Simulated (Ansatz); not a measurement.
Mg3Sb2 (A-La2O3 type, space group P-3m1): energy over volume and axial ratio

Mg3Sb2 (A-La2O3 type, space group P-3m1)

```
Mg3Sb2
1.0
    4.56691     0.00000     0.00000
   -2.28346     3.95506     0.00000
    0.00000     0.00000     7.24702
Sb Mg
2 3
Direct
  0.33333   0.66667   0.22875
  0.66667   0.33333   0.77125
  0.00000   0.00000   0.00000
  0.33333   0.66667   0.63354
  0.66667   0.33333   0.36646
```

Grid over V/V₀ and (c/a)/(c/a)₀, subscript 0 meaning the relaxed cell; the conventional c axis lies along z; no internal relaxation.

Method: r2SCAN (plane waves to 500 eV, PAW, scalar-relativistic; Ansatz, a program for electronic structure). k mesh 12×12×7 (Γ-centred), Fermi-Dirac smearing 0.05 eV. E stands for the smeared free energy. Compression counts positive. As the atoms are clamped, bonds stretch with the cell, which overstates energies and stresses. Mg3Sb2 was relaxed with its symmetry unable to fall. Spin-orbit coupling is left out, though Sb is heavy. ΔE is measured from the relaxed starting cell.

ΔE (eV/atom), with V/V₀ across and (c/a)/(c/a)₀ down:

| (c/a)/(c/a)₀ \ V/V₀ | 0.920 | 0.960 | 1.000 | 1.040 | 1.080 |
|---|---|---|---|---|---|
| 0.960 | 0.0359 | 0.0137 | 0.0070 | 0.0131 | 0.0295 |
| 0.980 | 0.0305 | 0.0083 | 0.0017 | 0.0078 | 0.0243 |
| 1.000 | 0.0292 | 0.0068 | 0.0000 | 0.0059 | 0.0222 |
| 1.020 | 0.0319 | 0.0089 | 0.0017 | 0.0071 | 0.0231 |
| 1.040 | 0.0381 | 0.0144 | 0.0064 | 0.0113 | 0.0266 |

σzz (GPa), with V/V₀ across and (c/a)/(c/a)₀ down:

```tsv
(c/a)/(c/a)₀ \ V/V₀	0.920	0.960	1.000	1.040	1.080
0.960	7.20	4.40	2.10	0.22	-1.33
0.980	5.82	3.18	1.01	-0.76	-2.21
1.000	4.55	2.04	0.00	-1.67	-3.02
1.020	3.37	0.99	-0.94	-2.51	-3.78
1.040	2.27	0.01	-1.82	-3.30	-4.49
```

Read from the data:

The modulus against c/a change at fixed volume, (3/4V)·∂²E/∂(ln c/a)² (fit, atoms clamped) is 39 GPa, an upper bound as the atoms could relax. Lowest place on the grid: V/V₀ = 1.000, (c/a)/(c/a)₀ = 1.000 (0.0 meV/atom). Highest place on the grid: V/V₀ = 0.920, (c/a)/(c/a)₀ = 1.040 (38.1 meV/atom).

(Under strain, the slope of the energy per volume gives the stress and its curvature an elastic modulus.)
